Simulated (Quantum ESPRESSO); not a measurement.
# GaAlIn2P4: input and log of a self-consistent run

Simulated, not a measurement. The program is pw.x of Quantum ESPRESSO 7.5 (plane-wave density functional theory). The cell is made up: 8 atoms on a zincblende/diamond lattice, with randomly drawn elements, strain and displacements, not relaxed. PseudoDojo standard norm-conserving files (v0.5 for PBE, v0.4.1 for LDA and PBEsol) set the functional; there is no spin polarisation, spin-orbit coupling or dispersion term, and the masses in the input are unused placeholders.

Input:

```
&control calculation='scf', pseudo_dir='./dojo.nc.sr.pbe.v0_5.standard.upf', outdir='./o', disk_io='medium', tprnfor=.true., tstress=.true. /
&system ibrav=0, nat=8, ntyp=4, nbnd=37, ecutwfc=79.96652505, nosym=.true., tot_charge=0,
 occupations='smearing', smearing='fd', degauss=0.0018374661
/
&electrons conv_thr=7.350e-09, electron_maxstep=60, /
ATOMIC_SPECIES
Al 1.0 Al.upf
Ga 1.0 Ga.upf
In 1.0 In.upf
P 1.0 P.upf
CELL_PARAMETERS angstrom
5.9232 0.1055 -0.0733
0.104 5.8401 0.0791
-0.0719 0.0778 5.8138
ATOMIC_POSITIONS angstrom
Ga 0.0145 -0.0166 0.0123
Al 0.0295 2.9741 2.9549
In 2.9527 0.1359 2.889
In 3.013 2.9442 0.0156
P 1.4891 1.5338 1.4557
P 1.5095 4.4579 4.4132
P 4.4115 1.6149 4.2806
P 4.5027 4.5077 1.4593
K_POINTS automatic
4 4 4 1 1 1
```

The log is shortened where brackets say so; the opening notice, blank lines, dates and the lines on written files are dropped, and the path of the files is cut. It prints rydbergs, bohrs and kilobars, and counts compression as positive stress.

```
     Program PWSCF v.7.5
     Parallel version (MPI & OpenMP), running on       1 processor cores
     Number of MPI processes:                 1
     Threads/MPI process:                     1
     [start-up lines left out]
     bravais-lattice index     =            0
     lattice parameter (alat)  =      11.1959  a.u.
     unit-cell volume          =    1356.2750 (a.u.)^3
     number of atoms/cell      =            8
     number of atomic types    =            4
     number of electrons       =        62.00
     number of Kohn-Sham states=           37
     kinetic-energy cutoff     =      79.9665  Ry
     charge density cutoff     =     319.8661  Ry
     scf convergence threshold =      7.3E-09
     mixing beta               =       0.7000
     number of iterations used =            8  plain     mixing
     Exchange-correlation= PBE
                           (   1   4   3   4   0   0   0)
     [axes and pseudopotential details left out]
   Cartesian axes
     site n.     atom                  positions (alat units)
         1        Ga     tau(   1) = (   0.0024474  -0.0028019   0.0020761  )
         2        Al     tau(   2) = (   0.0049792   0.5019923   0.4987516  )
         3        In     tau(   3) = (   0.4983802   0.0229383   0.4876284  )
         4        In     tau(   4) = (   0.5085581   0.4969455   0.0026331  )
         5        P      tau(   5) = (   0.2513422   0.2588870   0.2457046  )
         6        P      tau(   6) = (   0.2547854   0.7524399   0.7448951  )
         7        P      tau(   7) = (   0.7446081   0.2725757   0.7225138  )
         8        P      tau(   8) = (   0.7600016   0.7608455   0.2463123  )
     number of k points=    32  Fermi-Dirac smearing, width (Ry)=  0.0018
                       cart. coord. in units 2pi/alat
        k(    1) = (   0.1244160   0.1228690   0.1272766), wk =   0.0625000
        k(    2) = (   0.1276323   0.1193600   0.3821275), wk =   0.0625000
     [further k points left out]
     Dense  grid:   131001 G-vectors     FFT dimensions: (  64,  64,  64)
     Estimated max dynamical RAM per process >     172.76 MB
     Initial potential from superposition of free atoms
     starting charge      61.9865, renormalised to      62.0000
     Starting wfcs are   47 randomized atomic wfcs
     total cpu time spent up to now is       19.8 secs
     per-process dynamical memory:   100.7 Mb
     Self-consistent Calculation
     iteration #  1     ecut=    79.97 Ry     beta= 0.70
     Davidson diagonalization with overlap
     ethr =  1.00E-02,  avg # of iterations =  4.0
     Threshold (ethr) on eigenvalues was too large:
     Diagonalizing with lowered threshold
     Davidson diagonalization with overlap
     ethr =  5.79E-04,  avg # of iterations =  2.0
     total cpu time spent up to now is      101.7 secs
     total energy              =    -478.83931259 Ry
     estimated scf accuracy    <       0.36781365 Ry
     iteration #  2     ecut=    79.97 Ry     beta= 0.70
     Davidson diagonalization with overlap
     ethr =  5.93E-04,  avg # of iterations =  2.7
     total cpu time spent up to now is      141.4 secs
     total energy              =    -478.93773956 Ry
     estimated scf accuracy    <       0.10448926 Ry
     iteration #  3     ecut=    79.97 Ry     beta= 0.70
     Davidson diagonalization with overlap
     ethr =  1.69E-04,  avg # of iterations =  2.0
     total cpu time spent up to now is      176.5 secs
     total energy              =    -478.95553263 Ry
     estimated scf accuracy    <       0.00355583 Ry
     iteration #  4     ecut=    79.97 Ry     beta= 0.70
     Davidson diagonalization with overlap
     c_bands:  1 eigenvalues not converged
     ethr =  5.74E-06,  avg # of iterations =  9.9
     total cpu time spent up to now is      237.9 secs
     total energy              =    -478.95643804 Ry
     estimated scf accuracy    <       0.00268552 Ry
     iteration #  5     ecut=    79.97 Ry     beta= 0.70
     Davidson diagonalization with overlap
     ethr =  4.33E-06,  avg # of iterations =  2.5
     total cpu time spent up to now is      278.3 secs
     total energy              =    -478.95677540 Ry
     estimated scf accuracy    <       0.00028246 Ry
     iteration #  6     ecut=    79.97 Ry     beta= 0.70
     Davidson diagonalization with overlap
     c_bands:  1 eigenvalues not converged
     ethr =  4.56E-07,  avg # of iterations =  3.4
     total cpu time spent up to now is      321.7 secs
     total energy              =    -478.95683006 Ry
     estimated scf accuracy    <       0.00001573 Ry
     iteration #  7     ecut=    79.97 Ry     beta= 0.70
     Davidson diagonalization with overlap
     ethr =  2.54E-08,  avg # of iterations =  4.0
     total cpu time spent up to now is      383.1 secs
     total energy              =    -478.95683739 Ry
     estimated scf accuracy    <       0.00000263 Ry
     iteration #  8     ecut=    79.97 Ry     beta= 0.70
     Davidson diagonalization with overlap
     ethr =  4.24E-09,  avg # of iterations =  2.2
     total cpu time spent up to now is      420.2 secs
     total energy              =    -478.95683816 Ry
     estimated scf accuracy    <       0.00000010 Ry
     iteration #  9     ecut=    79.97 Ry     beta= 0.70
     Davidson diagonalization with overlap
     ethr =  1.54E-10,  avg # of iterations =  5.0
     total cpu time spent up to now is      482.2 secs
     total energy              =    -478.95683817 Ry
     estimated scf accuracy    <       0.00000014 Ry
     iteration # 10     ecut=    79.97 Ry     beta= 0.70
     Davidson diagonalization with overlap
     ethr =  1.54E-10,  avg # of iterations =  2.0
     total cpu time spent up to now is      516.4 secs
     total energy              =    -478.95683819 Ry
     estimated scf accuracy    <          9.8E-09 Ry
     iteration # 11     ecut=    79.97 Ry     beta= 0.70
     Davidson diagonalization with overlap
     ethr =  1.58E-11,  avg # of iterations =  4.0
     total cpu time spent up to now is      570.9 secs
     End of self-consistent calculation
     [lines on levels left out]
!    total energy              =    -478.95683819 Ry
     estimated scf accuracy    <          4.2E-09 Ry
     smearing contrib. (-TS)   =      -0.00000000 Ry
     internal energy E=F+TS    =    -478.95683819 Ry
     The total energy is F=E-TS. E is the sum of the following terms:
     one-electron contribution =    -214.48582084 Ry
     hartree contribution      =     145.82725099 Ry
     xc contribution           =    -140.39378369 Ry
     ewald contribution        =    -269.90448465 Ry
     convergence has been achieved in  11 iterations
     Forces acting on atoms (cartesian axes, Ry/au):
     atom    1 type  2   force =    -0.00239084    0.00348467   -0.00366820
     atom    2 type  1   force =    -0.00065451    0.00267094   -0.00207955
     atom    3 type  3   force =    -0.00460639   -0.02304246    0.00493855
     atom    4 type  3   force =     0.01791632    0.00085106    0.00877225
     atom    5 type  4   force =    -0.05932844    0.00299833   -0.00147875
     atom    6 type  4   force =    -0.05065816    0.01325188   -0.01795633
     atom    7 type  4   force =     0.05716167    0.00885641    0.01334286
     atom    8 type  4   force =     0.04256036   -0.00907084   -0.00187083
     Total force =     0.114170     Total SCF correction =     0.000127
     Computing stress (Cartesian axis) and pressure
          total   stress  (Ry/bohr**3)                   (kbar)     P=      -30.04
  -0.00024637  -0.00011788   0.00009975          -36.24      -17.34       14.67
  -0.00011788  -0.00019024  -0.00009685          -17.34      -27.98      -14.25
   0.00009975  -0.00009685  -0.00017608           14.67      -14.25      -25.90
     init_run     :     18.32s CPU     19.53s WALL (       1 calls)
     electrons    :    529.86s CPU    551.16s WALL (       1 calls)
     forces       :      6.62s CPU      6.74s WALL (       1 calls)
     stress       :     32.72s CPU     34.28s WALL (       1 calls)
     [timing details left out]
     PWSCF        :   9m47.96s CPU  10m12.57s WALL
     JOB DONE.
```

In other units: free energy -6516.540 eV for the cell, pressure -3.00 GPa, largest force component 1.525 eV/Å. A rerun of the same cell at another strain at 1377 eV and a 6 x 6 x 6 mesh moved values by no more than 0.008 eV in energy, 0.02 GPa in stress and 0.002 eV/Å in force.